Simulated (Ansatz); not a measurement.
Structure relaxation, CrI3

The start is a generated cell, CrI3 placed in the AFLOW prototype A3B_tI8_139_bd_a (D0_22, as in TiAl3). The structure is fully relaxed (lattice and positions, P = 0) with PBEsol (plane waves to 420 eV, PAW, scalar-relativistic; Ansatz, a program for electronic structure). The first steps use a coarse 7×7×7 k-mesh.

Starting cell:
```
CELL_PARAMETERS angstrom
     -2.49245     2.49245     5.55179
      2.49245    -2.49245     5.55179
      2.49245     2.49245    -5.55179
ATOMIC_POSITIONS crystal
  I  0.50000 0.50000 0.00000
  I  0.75000 0.25000 0.50000
  I  0.25000 0.75000 0.50000
  Cr 0.00000 0.00000 0.00000
```
Spin-polarised start, with parallel moments on Cr.

Problem. How large is the pressure on the unrelaxed cell, and of which sign?

Solution. -3 GPa (negative: the cell is under tension).

Problem. By how much does the energy per atom fall from start to end?

Solution. 0.27 eV/atom.

Problem. How does the volume per atom move from start to end?

Solution. -0.8 %, from 34.49 to 34.21 Å³/atom.

Problem. How do the shortest distances between atoms change?

Solution. The closest pairs of elements (up to four, under 3.6 Å), start → end: I–I 3.52 → 3.08 Å; Cr–I 3.52 → 3.08 Å.

Problem. What band gap does the relaxed structure have at this level?

Solution. Zero (metallic).

Problem. What magnetic moments remain?

Solution. Net 1.21 μB/atom, ferromagnetic.

Problem. What does it relax into? Give the structure.

Solution. 
```cif
data_Cr2I6
_chemical_formula_sum 'I6 Cr2'
_space_group_name_H-M_alt 'I4/mmm'
_space_group_IT_number 139
_space_group_name_Hall '-I 4 2'
_cell_length_a 4.35659
_cell_length_b 4.35659
_cell_length_c 14.42040
_cell_angle_alpha 90.000
_cell_angle_beta 90.000
_cell_angle_gamma 90.000
loop_
_atom_site_label
_atom_site_type_symbol
_atom_site_symmetry_multiplicity
_atom_site_Wyckoff_symbol
_atom_site_fract_x
_atom_site_fract_y
_atom_site_fract_z
_atom_site_occupancy
I1 I 2 b 0.00000 0.00000 0.50000 1
I2 I 4 d 0.00000 0.50000 0.25000 1
Cr1 Cr 2 a 0.00000 0.00000 0.00000 1
```
(The calculation used a cell of 4 atoms; values per cell refer to that cell.)

The space group stays I4/mmm (No. 139) (the run could not lower it), with 4 atoms in the primitive magnetic cell. Final values are on a 15×15×15 k-mesh of the relaxed cell. Spin state reached: ferromagnetic (net 1.21 μB/atom), from parallel starting moments; other spin orders were not run from this start.

The run could not lose the symmetry of its start: the end is stationary, and may be a saddle point rather than a minimum.

All atoms sit on sites fixed by symmetry, so only the cell could relax.

The relaxed structure here is a generated cell of CrI3: the first start was made by placing the elements on the sites of a structure type, and the end was not matched to a known phase here, so it may be hypothetical. Known forms of CrI3 include space group No. 148.
